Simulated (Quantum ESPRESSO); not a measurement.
```cif
data_H4Rb4
_chemical_formula_sum 'H4 Rb4'
_space_group_name_H-M_alt 'Fm-3m'
_space_group_IT_number 225
_space_group_name_Hall '-F 4 2 3'
_cell_length_a 6.00816
_cell_length_b 6.00816
_cell_length_c 6.00816
_cell_angle_alpha 90.000
_cell_angle_beta 90.000
_cell_angle_gamma 90.000
loop_
_atom_site_label
_atom_site_type_symbol
_atom_site_symmetry_multiplicity
_atom_site_Wyckoff_symbol
_atom_site_fract_x
_atom_site_fract_y
_atom_site_fract_z
_atom_site_occupancy
H1 H 4 a 0.00000 0.00000 0.00000 1
Rb1 Rb 4 b 0.50000 0.50000 0.50000 1
```
(The calculation used a cell of 2 atoms; values per cell refer to that cell.)

The geometry is that of Materials Project entry mp-24721, symmetrised and not relaxed again.

Question: What does PBEsol (pw.x of Quantum ESPRESSO, ONCV potentials, with spin-orbit coupling) give for the electronic structure near the Fermi level?

Answer: The PBEsol gap is direct, 2.72 eV at L.
